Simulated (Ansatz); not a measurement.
TiB₂:
```cif
data_B2Ti
_chemical_formula_sum 'Ti1 B2'
_space_group_name_H-M_alt 'P 1'
_space_group_IT_number 1
_cell_length_a 2.99354
_cell_length_b 2.99354
_cell_length_c 3.16025
_cell_angle_alpha 90.000
_cell_angle_beta 90.000
_cell_angle_gamma 120.000
loop_
_space_group_symop_operation_xyz
  'x, y, z'
loop_
_atom_site_label
_atom_site_type_symbol
_atom_site_fract_x
_atom_site_fract_y
_atom_site_fract_z
_atom_site_occupancy
Ti1 Ti 0.00000 0.00000 0.00000 1
B1 B 0.33333 0.66667 0.50000 1
B2 B 0.66667 0.33333 0.50000 1
```

Relaxed with LDA.

Decompose the optical modes at the zone centre into irreducible representations, and say which are infrared and Raman allowed.

Point group 6/mmm: Γ_opt = A2u + B1g + E1u + E2g. Infrared: A2u, E1u. Raman: E2g.

Assign frequencies (DFPT, DFT-LDA in the program Ansatz with PAW potentials).

E1u 535, A2u 538, B1g 575, E2g 921 cm⁻¹.

Subscripts of B labels follow the axes of the standard setting.

Space group P6/mmm. Symmetry was held in the LDA relaxation; phonons on a q-mesh show no instability. The run is not spin-polarised. As this level gives no gap, phonon frequencies hold no LO–TO term and depend on the k-mesh and smearing (Fermi–Dirac, 0.1 eV here).

Potentials: the later of the program's two PAW sets.
